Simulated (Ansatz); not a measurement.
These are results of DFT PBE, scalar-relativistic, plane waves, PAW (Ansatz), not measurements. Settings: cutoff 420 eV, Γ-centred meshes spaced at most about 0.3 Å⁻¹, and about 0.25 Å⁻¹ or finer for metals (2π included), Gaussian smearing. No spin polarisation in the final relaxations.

These are static total energies at zero pressure.

Two forms of HgH3 were relaxed alike.

1. Space group P-6m2 (No. 187), hexagonal, a = 2.839 Å, c = 6.117 Å. Around Hg lie 6 Hg at 2.84 Å and 6 H at 3.19 Å; around H lie 2 H at 1.29 Å, 2 H at 1.55 Å, 4 H at 2.46 Å, 6 H at 2.84 Å and 2 Hg at 3.19 Å (long contacts).

2. Space group P6/mmm (No. 191), hexagonal, a = 3.708 Å, c = 3.711 Å. Hg has 2 H at 1.86 Å and 6 H at 2.14 Å; H on a site of symmetry -6m2 has 3 H at 2.14 Å and 3 Hg at 2.14 Å; H on a site of symmetry 6/mmm is surrounded by 2 Hg at 1.86 Å.

Question: Which form is favoured at zero pressure, and by what margin per atom?

Answer: Cell 1 is lower, by 54 meV/atom. Cell 1 has space group P-6m2 (No. 187), 10.7 Å³/atom and no gap on its mesh; cell 2 has the anti-Li3N type, space group P6/mmm (No. 191), 11.0 Å³/atom and no gap. Counting H atoms around Hg (those within 1.25 times the shortest such distance or 1.15 times the sum of covalent radii; a plus sign parts nearer from farther groups; the shortest distance is added where it is long for a bond), cell 1 has Hg 6+12 from 3.2 Å and cell 2 has Hg 2+6. Even the lower one lies +0.71 eV/atom against the reference forms of the elements (uncorrected), so neither is stable at this level. Both come from invented guesses. A third cell relaxed alike, in Pm-3m, lies 0.68 eV/atom below the lower of the two.

Weakly bound directions are ill-defined at this level, which has no dispersion term (P-6m2), and this can change margins and order among such cells. Spin–orbit coupling, which can matter for Hg, is left out. With hydrogen, zero-point motion can shift such differences by 10 meV/atom or more. A magnetic state wasn't ruled out in cells without spin, among them P-6m2, P6/mmm. Cells relaxed within their symmetry can be saddle points.
